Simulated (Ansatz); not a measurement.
**Relaxing a structure of NbRu**

The start is a generated cell, NbRu placed in the AFLOW prototype AB_cP8_198_a_a (B20, as in FeSi). A full variable-cell relaxation at zero pressure is run with PBEsol (plane waves to 420 eV, PAW, scalar-relativistic; Ansatz, a quantum-chemistry and plane-wave program). The first steps use a coarse 7×7×7 k-mesh.

Starting cell:
```
CELL_PARAMETERS angstrom
      5.04607     0.00000     0.00000
      0.00000     5.04607     0.00000
      0.00000     0.00000     5.04607
ATOMIC_POSITIONS crystal
  Nb 0.13652 0.13652 0.13652
  Nb 0.63652 0.36348 0.86348
  Nb 0.86348 0.63652 0.36348
  Nb 0.36348 0.86348 0.63652
  Ru 0.84240 0.84240 0.84240
  Ru 0.34240 0.65760 0.15760
  Ru 0.15760 0.34240 0.65760
  Ru 0.65760 0.15760 0.34240
```

- Largest initial force: 0.58 eV/Å, on Nb1, Nb2, Nb3, Nb4 (atoms numbered as listed)
- Outcome: The space group stays P2₁3 (No. 198) (the run could not lower it); the end is AFLOW prototype AB_cP8_198_a_a (B20, as in FeSi), with 8 atoms in the primitive cell
- Energy released: 0.05 eV/atom
- Volume change: -1.4 %, from 16.06 to 15.83 Å³/atom
- Shortest distances (start → end): The closest pairs of elements (up to four, under 3.6 Å), start → end: Nb–Ru 2.57 → 2.58 Å; Ru–Ru 3.12 → 3.09 Å; Nb–Nb 3.09 → 3.10 Å
- Band gap at the end: zero (metallic)
- Optimiser moves: 7

Final structure:

Space group P2₁3 (No. 198); a = b = c = 5.0217 Å, α = β = γ = 90.00°

| atom | site | symmetry | x | y | z |
|---|---|---|---|---|---|
| Nb | 4a | .3. | 0.1537 | 0.1537 | 0.1537 |
| Ru | 4a | .3. | 0.8568 | 0.8568 | 0.8568 |

Final values are on a 9×9×9 k-mesh of the relaxed cell. No spin polarisation in the result.

The run could not lose the symmetry of its start: the end is stationary, and may be a saddle point rather than a minimum.

The relaxed structure here is a generated cell of NbRu: the first start was made by placing the elements on the sites of a structure type, and the end was not matched to a known phase here, so it may be hypothetical.
